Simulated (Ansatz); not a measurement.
CaPb3 (Cu3Au type, space group No. 221), PBE in the plane-wave PAW code Ansatz, all energies at zero smearing, with the estimated change up to a 700 eV cutoff added, with one set of potentials and settings (totals compare only within such a set). Cell of 4 atoms (1 Ca, 3 Pb): -37537.418 eV.

```json
[
 {"element": "Ca", "reference phase": "Fm-3m, 1 atoms in the cell", "E (eV/atom)": "-1816.8597"},
 {"element": "Pb", "reference phase": "Fm-3m, 1 atoms in the cell", "E (eV/atom)": "-11906.4191"}
]
```

Formation energy per atom, worked out: (-37537.418 − 1×(-1816.8597) − 3×(-11906.4191))/4 = -0.325 eV/atom (-31 kJ per mol of atoms), at 0 K, without zero-point energy or fitted corrections.

Space group Pm-3m (Cu3Au type). The workflow started from a Materials Project entry (that database holds measured and hypothetical structures alike); the Crystallography Open Database files this formula in space group No. 221, but the cells were not matched. Its standing as an ambient phase is unchecked. Symmetry was held in the PBE relaxation; whether a distortion lowers the energy is not shown. The references are the lowest solids computed at this level, not always the standard phases. Scalar-relativistic: spin–orbit coupling is off unless named, which matters more the heavier the elements.

Potentials: the later of the program's two PAW sets.
